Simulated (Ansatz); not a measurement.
Ca:
```
CELL_PARAMETERS angstrom
     -2.16080     2.16080     2.16080
      2.16080    -2.16080     2.16080
      2.16080     2.16080    -2.16080
ATOMIC_POSITIONS crystal
  Ca 0.00000 0.00000 0.00000
```

Relaxed with PBEsol. Special points in fractions of this cell's reciprocal vectors: Γ (0.000, 0.000, 0.000); H (0.500, -0.500, 0.500); N (0.000, 0.000, 0.500); P (0.250, 0.250, 0.250).

Q: List the band energies nearest the Fermi level at these points for PBEsol in the plane-wave PAW code Ansatz.

A: In eV from the Fermi level; about four levels below and three above (degenerate sets whole), none deeper than 8.9 eV; points with the same levels are listed once.

```
k        below           above
-  -----------  --------------
Γ        -4.18  2.33 2.33 2.33
H  -0.02 -0.02  4.07 4.07 4.07
N   -0.96 0.00  1.32 3.35 3.74
P            –  0.32 0.32 0.32
```

Space group Im-3m (bcc (W type)). This is a known high-temperature phase of the composition, computed here at zero pressure and temperature. The cell was relaxed with PBEsol under the symmetry of its start; phonons on a q-mesh show no instability.

Potentials: the earlier of the program's two PAW sets.
